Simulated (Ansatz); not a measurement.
EuO (rock salt)

```xyz
2
Lattice="0.0000 2.4828 2.4828 2.4828 0.0000 2.4828 2.4828 2.4828 0.0000" Properties=species:S:1:pos:R:3 pbc="T T T"
O      0.0000     0.0000     0.0000
Eu     2.4828     2.4828     2.4828
```

The slice is a {100} plane (indices of the conventional cell) through the point (0.000, 0.000, 0.000) (fractional), spanned by u = [100] and v = [0 1 -1] in vectors of this cell: u (3.51 Å) and v (3.51 Å, at 90° to u). It covers one period; positions are fractions (u, v).

Method: PBEsol (plane waves to 420 eV, PAW, scalar-relativistic; Ansatz, a quantum-chemistry and plane-wave program). k mesh 16×16×16. Near the nuclei the fields are pseudised (PAW); where an atom keeps semicore shells as valence, they peak there. EuO is run spin-polarised and with no Hubbard U. EuO was relaxed with its symmetry unable to fall. Relaxed EuO ends ferromagnetic. The relaxed volume of EuO is well below the measured one. The magnetic order is the one the run started from; other orders were not tried. The f-shell state is unchecked: a lower one may exist.

Three fields on this plane, each scaled to ten steps between its own extremes (0 low, 9 high; the total valence density on a logarithmic scale, the potential cut 8 eV below its top; x marks points blanked near nuclei; v = 0 in the bottom row):

Map A
```
|xxxxxxxx9520000000259xxxxxxx|
|xxxxxxxx7310000000137xxxxxxx|
|xxxxxxxx4100000000014xxxxxxx|
|xxxxxxx520001222100025xxxxxx|
|xxxxxxx200124555421002xxxxxx|
|xxxxxx20014689998641002xxxxx|
|xxxx5200258xxxxxxx8520025xxx|
|997420025xxxxxxxxxxx52002479|
|55310025xxxxxxxxxxxxx5200135|
|22100148xxxxxxxxxxxxx8410012|
|1000026xxxxxxxxxxxxxxx620000|
|0000148xxxxxxxxxxxxxxx841000|
|0000259xxxxxxxxxxxxxxx952000|
|0000259xxxxxxxxxxxxxxx952000|
|0000259xxxxxxxxxxxxxxx952000|
|0000148xxxxxxxxxxxxxxx841000|
|1000026xxxxxxxxxxxxxxx620000|
|22100148xxxxxxxxxxxxx8410012|
|55310025xxxxxxxxxxxxx5200135|
|997420025xxxxxxxxxxx52002479|
|xxxx5200258xxxxxxx8520025xxx|
|xxxxxx20014689998641002xxxxx|
|xxxxxxx200124555421002xxxxxx|
|xxxxxxx520001222100025xxxxxx|
|xxxxxxxx4100000000014xxxxxxx|
|xxxxxxxx7310000000137xxxxxxx|
|xxxxxxxx9520000000259xxxxxxx|
|xxxxxxxx9521000001259xxxxxxx|
```

Map B
```
|xxxxxxxx0000111110000xxxxxxx|
|xxxxxxxx0001111111000xxxxxxx|
|xxxxxxxx0011111111100xxxxxxx|
|xxxxxxx000122232221000xxxxxx|
|xxxxxxx001234555432100xxxxxx|
|xxxxxx00134689998643100xxxxx|
|xxxx0001358xxxxxxx8531000xxx|
|000000136xxxxxxxxxxx63100000|
|00000135xxxxxxxxxxxxx5310000|
|00011248xxxxxxxxxxxxx8421100|
|0011236xxxxxxxxxxxxxxx632110|
|1111248xxxxxxxxxxxxxxx842111|
|1111259xxxxxxxxxxxxxxx952111|
|1111359xxxxxxxxxxxxxxx953111|
|1111259xxxxxxxxxxxxxxx952111|
|1111248xxxxxxxxxxxxxxx842111|
|0011236xxxxxxxxxxxxxxx632110|
|00011248xxxxxxxxxxxxx8421100|
|00000135xxxxxxxxxxxxx5310000|
|000000136xxxxxxxxxxx63100000|
|xxxx0001358xxxxxxx8531000xxx|
|xxxxxx00134689998643100xxxxx|
|xxxxxxx001234555432100xxxxxx|
|xxxxxxx000122232221000xxxxxx|
|xxxxxxxx0011111111100xxxxxxx|
|xxxxxxxx0001111111000xxxxxxx|
|xxxxxxxx0000111110000xxxxxxx|
|xxxxxxxx0000111110000xxxxxxx|
```

Map C
```
|xxxxxxxx6421000001246xxxxxxx|
|xxxxxxxx5421111111245xxxxxxx|
|xxxxxxxx5432222222345xxxxxxx|
|xxxxxxx654444444444456xxxxxx|
|xxxxxxx655566777665556xxxxxx|
|xxxxxx65567899999876556xxxxx|
|xxxx6656789xxxxxxx9876566xxx|
|665555578xxxxxxxxxxx87555556|
|44444568xxxxxxxxxxxxx8654444|
|22234579xxxxxxxxxxxxx9754322|
|1112468xxxxxxxxxxxxxxx864211|
|0012469xxxxxxxxxxxxxxx964210|
|0012479xxxxxxxxxxxxxxx974210|
|0012479xxxxxxxxxxxxxxx974210|
|0012479xxxxxxxxxxxxxxx974210|
|0012469xxxxxxxxxxxxxxx964210|
|1112468xxxxxxxxxxxxxxx864211|
|22234579xxxxxxxxxxxxx9754322|
|44444568xxxxxxxxxxxxx8654444|
|665555578xxxxxxxxxxx87555556|
|xxxx6656789xxxxxxx9876566xxx|
|xxxxxx65567899999876556xxxxx|
|xxxxxxx655566777665556xxxxxx|
|xxxxxxx654444444444456xxxxxx|
|xxxxxxxx5432222222345xxxxxxx|
|xxxxxxxx5421111111245xxxxxxx|
|xxxxxxxx6421000001246xxxxxxx|
|xxxxxxxx6421000001246xxxxxxx|
```

**Question.** Assign the maps to these fields: ELF of the up spins; valence electron density; spin density, up minus down.

**Answer.** A is the ELF of the up spins; B is the spin density, up minus down; C is the valence electron density.
